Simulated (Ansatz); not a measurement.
Sn:
```cif
data_Sn4
_chemical_formula_sum 'Sn4'
_space_group_name_H-M_alt 'I41/amd :1'
_space_group_IT_number 141
_space_group_name_Hall 'I 4bw 2bw -1bw'
_cell_length_a 5.80551
_cell_length_b 5.80551
_cell_length_c 3.10627
_cell_angle_alpha 90.000
_cell_angle_beta 90.000
_cell_angle_gamma 90.000
loop_
_atom_site_label
_atom_site_type_symbol
_atom_site_symmetry_multiplicity
_atom_site_Wyckoff_symbol
_atom_site_fract_x
_atom_site_fract_y
_atom_site_fract_z
_atom_site_occupancy
Sn1 Sn 4 a 0.00000 0.00000 0.00000 1
```
(The calculation used a cell of 2 atoms; values per cell refer to that cell.)

Relaxed with LDA.

Q: Decompose the optical modes at the zone centre into irreducible representations, and say which are infrared and Raman allowed.

A: Point group 4/mmm: Γ_opt = B1g + Eg. Infrared: none. Raman: B1g, Eg.

Q: Assign frequencies (DFPT, the program Ansatz at the LDA level (PAW)).

A: B1g 46, Eg 133 cm⁻¹.

Subscripts of B labels follow the axes of the standard setting.

Space group I4_1/amd (β-Sn type). Symmetry was held in the LDA relaxation. As this level gives no gap, phonon frequencies hold no LO–TO term and depend on the k-mesh and smearing (Fermi–Dirac, 0.1 eV here). Spin–orbit coupling is left out wherever it is not named.

Potentials: the earlier of the program's two PAW sets. The files were generated under PBE; for other functionals the program regenerates the frozen cores, and for LDA and PBEsol the local potential too.
